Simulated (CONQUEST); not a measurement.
Consider a self-consistent single point of Au (Cmcm, 4 atoms in the cell; from Materials Project mp-1008634, changed as shown).

```
Au
1.0
    2.76617     0.00000     0.00000
    0.00000     5.00963     0.00000
    0.00000     0.00000     4.79531
Au
4
Direct
  0.00000   0.33467   0.75000
  0.50000   0.16533   0.25000
  0.50000   0.83467   0.75000
  0.00000   0.66533   0.25000
```

Level of theory: LDA (PW92), numerical atomic orbitals double-zeta with polarisation (the shipped basis), PseudoDojo norm-conserving potentials made for LDA (CONQUEST).

CONQUEST settings:

* **basis**: DZP
* **Diag.MPMeshX, Y, Z**: 8 6 6
* **potentials**: PseudoDojo norm-conserving LDA
* **Grid.GridCutoff**: 140 Ha
* **DM.SolutionMethod**: diagon
* **Diag.kT**: 0.004998 Ha
* **Diag.GammaCentred**: true
* **minE.SCTolerance**: 1.0e-06
* **SC.MaxIters**: 100
* **SC.LinearMixingFactor**: 0.3
* **SC.KerkerPreCondition**: true
* **SC.KerkerFactor**: 0.5 1/bohr
* **AtomMove.TypeOfRun**: static

Results:

```
Quantity                                                   Value
------------------------------------------------  --------------
Number of valence electrons                                   76
Number of bands                                               76
Number of k-points after the program's reduction             201
Size of the basis                                             76
Number of SCF iterations                                      15
FFT grid                                            32 × 60 × 60
Free energy E − TS                                -16059.4211 eV
Fermi level (on the code's own zero)                    -4.17 eV
Pressure                                                1.13 GPa
```

Stress (GPa, positive for compression):
```
 3.12   0.00   0.00
 0.00   0.29   0.00
 0.00   0.00  -0.02
```

For comparison: a first run was changed to give this one (lattice scaled by 0.98), and from it to this one the free energy falls by 26.9 meV/atom and the pressure goes from -8.63 to 1.13 GPa.

The program uses no crystal symmetry, so grid and mesh can part values that symmetry would make equal. The atom-centred basis is finite, which shifts total energies and pressures against plane waves. The structure comes from a collection of computed structures, made at another level of theory; the collection holds predicted forms beside known ones. No clean gap shows at this smearing width and mesh (spacing up to 0.28 Å⁻¹); the mesh is coarse for partly filled bands, so the values carry mesh errors.

Cost on one core: around 2.9 core-minutes (rough).
